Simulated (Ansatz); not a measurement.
**SnSe (Pnma), an elastic constant from a strain scan**

These are results of DFT PBE, scalar-relativistic, plane waves, PAW (Ansatz), not measurements. Settings: plane waves to 420 eV, k-mesh 4×6×6 (Γ-centred), Gaussian smearing 0.05 eV. No spin polarisation. Energies are free energies at this smearing, counted from the undisturbed cell; pressure is positive in compression.

The starting cell (relaxed at this level):

```
CELL_PARAMETERS angstrom
11.79417 0.00000 0.00000
0.00000 4.20701 0.00000
0.00000 0.00000 4.56710
ATOMIC_POSITIONS crystal
Sn 0.12148 0.25000 0.11646
Sn 0.87852 0.75000 0.88354
Sn 0.37852 0.75000 0.61646
Sn 0.62148 0.25000 0.38354
Se 0.85488 0.25000 0.47633
Se 0.14512 0.75000 0.52367
Se 0.64512 0.75000 0.97633
Se 0.35488 0.25000 0.02367
```

The cell is strained by ε times the Voigt pattern (1, 0, 0, 0, 0, 0) (xx, yy, zz, yz, xz, xy; engineering shear) with fractional coordinates fixed. The cell holds 8 atoms in V0 = 226.61 Å³. The stress column is τ = (1/V0) dE/dε, got from the stress tensor σ (compression positive) at each point as −det(1 + εP) σ : P(1 + εP)⁻¹, with P the pattern as a tensor.

```
      ε  ΔE (meV/atom)  τ (GPa)
-0.0600         41.014   -8.616
-0.0450         21.791   -5.945
-0.0300          9.152   -3.645
-0.0150          2.165   -1.676
 0.0000          0.000   -0.004
 0.0150          1.912    1.404
 0.0300          7.238    2.575
 0.0450         15.384    3.535
 0.0525         20.346    3.942
 0.0600              ?        ?
```

Which combination of elastic constants does this scan measure, and how large is it?

For small ε, τ = τ0 + Kε with K = pᵀCp, which for this pattern is C11 in the Cartesian frame shown. The parabola through τ at ε = -0.0150, 0 and 0.0150 has slope K = 103 GPa at zero. The energies per cell, E = NΔE, of the same two points give K = 2[E(ε₊)/ε₊ − E(ε₋)/ε₋]/[(ε₊ − ε₋)V0] = 103 GPa, in agreement. These are clamped-ion values.

Predict the withheld row at ε = 0.0600 from the harmonic law, and compare.

ΔE = V0(τ0 ε + Kε²/2)/N = 32.636 meV/atom and τ = 6.16 GPa. The calculation gives 25.818 meV/atom and 4.31 GPa: the energy lies 21 % below the harmonic value, as bonds soften when stretched.

Forces appear on the atoms along this scan, and letting them relax would lower the energy and soften the response.

Cost: 10 runs of about 9.4 core-minutes in all, on Arm Neoverse V1 (shared hosts).